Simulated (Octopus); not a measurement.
ZnO (P63mc, No. 186):
```
CELL_PARAMETERS angstrom
      3.23735     0.00000     0.00000
     -1.61867     2.80363     0.00000
      0.00000     0.00000     5.22206
ATOMIC_POSITIONS crystal
  Zn 0.66667 0.33333 0.50059
  Zn 0.33333 0.66667 0.00059
  O  0.66667 0.33333 0.87972
  O  0.33333 0.66667 0.37972
```
The cell is a database entry, not relaxed again.

Method: LDA in Octopus 16.4; grid spacing about 0.16 Å, Γ-centred 12×12×4 k-mesh, Fermi-Dirac smearing of 0.03 eV, no spin polarisation; PseudoDojo 0.4 LDA potentials.

On this mesh LDA separates the highest filled and lowest empty band by 0.81 eV, with a smallest direct gap of 0.81 eV.

What does PBEsol give on the same cell and mesh, with PseudoDojo 0.4 PBEsol potentials?

0.77 eV, smallest direct 0.77 eV.
